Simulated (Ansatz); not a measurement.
ZrB$_{2}$, DFT, LDA, all-electron LAPW, scalar-relativistic (Ansatz 0.2.0), run on 1 thread of Arm Neoverse V2 on a shared host.

The geometry is COD entry 1510856, unchecked; take it as a test cell. The listed cell was then made from it by scaling, straining or moving an atom.

Command: `ansatz run input.yaml --threads 1 --pin off --max-ram 4096MiB --backend cpu --events-out ev --progress --plain --runs-dir out`

```yaml
crystal:
  lattice:
    - [3.1649998255, -0.0316499983, -0.0316499983]
    - [-1.6099096153, 2.756795251, -0.0115847034]
    - [-0.0352, -0.0352, 3.52]
  atoms:
    - { symbol: Zr, position: [0.0, 0.0, 0.0] }
    - { symbol: B, position: [0.3333333333, 0.6666666667, 0.5] }
    - { symbol: B, position: [0.6666666667, 0.3333333333, 0.5] }
kpoints:
  mp_grid: { grid: [13, 13, 10] }
  band_path:
    path:
      - [0.0, 0.0, 0.0]
      - [0.0, 0.0, 0.5]
      - [-0.5, 0.5, 0.0]
      - [0.0, 0.0, 0.0]
      - [0.0, -0.5, 0.0]
      - [-0.5, 0.0, 0.5]
      - [0.0, 0.0, 0.0]
      - [-0.5, 0.0, 0.0]
      - [0.0, -0.5, 0.5]
    npoints: 5
scf:
  occupations: { method: fermi_dirac, width: 0.03 }
hamiltonian:
  xc: lda
  pseudopotentials: { kind: all_electron, lapw: { basis_error: 0.001 } }
output:
  forces: true
  stress: true
  eigenvalues: true
```

(1) How large is the problem that the program sets up?

(2) Estimate the wall time and the peak memory.

Answers

(1) 846 irreducible k-points, 355 plane waves at Γ, 24 bands.

(2) 2.3 min of wall time for 7 SCF iterations, with a peak of 1.7 GiB. Times on shared machines scatter by tens of per cent.
